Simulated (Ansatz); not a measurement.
BaIrO3 (cubic perovskite, Pm-3m) under volume change, plane-wave PAW PBEsol (Ansatz code), scaled uniformly.

| V (Å³/atom) | E − E(relaxed) (meV/atom) | P (GPa) |
|---|---|---|
| 11.655 | 70.0 | 21.69 |
| 12.039 | 28.9 | 12.95 |
| 12.424 | 6.7 | 5.76 |
| 12.808 | 0.0 | -0.01 |
| 13.192 | 5.9 | -4.84 |
| 13.576 | 22.8 | -9.14 |
| 13.961 | 49.3 | -12.86 |

Q: What does a third-order Birch–Murnaghan fit give for V₀, B₀ and B′?

A: V₀ = 12.80 Å³/atom, B₀ = 182 GPa, B′ = 4.9.

The workflow started from an entry of the Crystallography Open Database (COD). Its standing as an ambient phase is unchecked. The PBEsol relaxation kept the symmetry of its start; of distortions, only those at the zone centre were tested. The run is not spin-polarised. Spin–orbit coupling is left out wherever it is not named.

Potentials: the later of the program's two PAW sets.
